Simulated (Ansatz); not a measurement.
These are results of DFT PBE, scalar-relativistic, plane waves, PAW (Ansatz), not measurements. All cells share a 420 eV cutoff and Γ-centred k meshes spaced at most about 0.3 Å⁻¹ (about 0.25 or finer for metals, 2π included). Collinear spin in cells that started with moments and kept them past the coarse steps, no spin elsewhere.

All energies are static (0 K, no zero-point motion).

Compare these two cells of TiRuC4N4, each relaxed at this level.

1. (no spin)

```
Ti Ru C N
1.0
     3.02299   -5.20797    0.00000
     3.02299    5.20797    0.00000
     0.00000    0.00000    4.32748
Ti Ru C N
1 1 4 4
Cartesian
  0.0000 0.0000 3.0164
  3.0230 0.0000 3.3651
  3.0230 -2.0106 3.3283
  4.3430 0.0000 0.4361
  1.7030 0.0000 0.4361
  3.0230 2.0106 3.3283
  3.0230 -3.1864 3.3246
  4.6691 0.0000 1.6132
  1.3769 0.0000 1.6132
  3.0230 3.1864 3.3246
```

2. (site moments Ru -0.5 μB)

```
Ti Ru C N
1.0
     5.83493    0.00000    0.00000
     0.00000    5.83493    0.00000
     0.00000    0.00000    5.83493
Ti Ru C N
1 1 4 4
Direct
  0.50000 0.50000 0.50000
  0.00000 0.00000 0.00000
  0.19043 0.19043 0.19043
  0.19043 0.80957 0.80957
  0.80957 0.19043 0.80957
  0.80957 0.80957 0.19043
  0.30929 0.30929 0.30929
  0.30929 0.69071 0.69071
  0.69071 0.30929 0.69071
  0.69071 0.69071 0.30929
```

**Question.** Which is lower in energy, and by how much?

**Answer.** Cell 1 is lower, by 195 meV/atom. Cell 1 has space group Cmm2 (No. 35), 13.6 Å³/atom and a gap of 0.22 eV on its mesh; cell 2 has space group P-43m (No. 215), 19.9 Å³/atom and no gap. The shortest distance is 1.18 Å (C–N) in cell 1 and 1.20 Å (C–N) in cell 2. Their magnetic states differ too. The denser one is the lower, and pressure would at first widen the difference. In cell 1, Ti is surrounded by 4 N at 1.97–2.04 Å, 2 C at 2.44 Å and 2 Ru at 3.04 Å; Ru is surrounded by 4 C at 1.92–2.01 Å, 2 N at 2.40 Å, 2 Ti at 3.04 Å and 4 N at 3.06–3.19 Å; C on its first site is surrounded by 1 N at 1.18 Å and 1 Ru at 2.01 Å; around N on its first site lie 1 C at 1.18 Å and 1 Ti at 2.04 Å; 2 more sites not described. In cell 2, around Ti lie 4 N at 1.93 Å; Ru is surrounded by 4 C at 1.92 Å; C is surrounded by 1 N at 1.20 Å and 1 Ru at 1.92 Å; N has 1 C at 1.20 Å and 1 Ti at 1.93 Å. Both come from invented guesses.

Kohn–Sham gaps at this level usually fall short of measured ones. The magnetic state reached may not be the lowest. Cells relaxed within their symmetry can be saddle points. The Cmm2 cell of TiRuC4N4 came from shaking the P-43m one. Some candidate types were left out of the draw beforehand, so a known form may be missing.
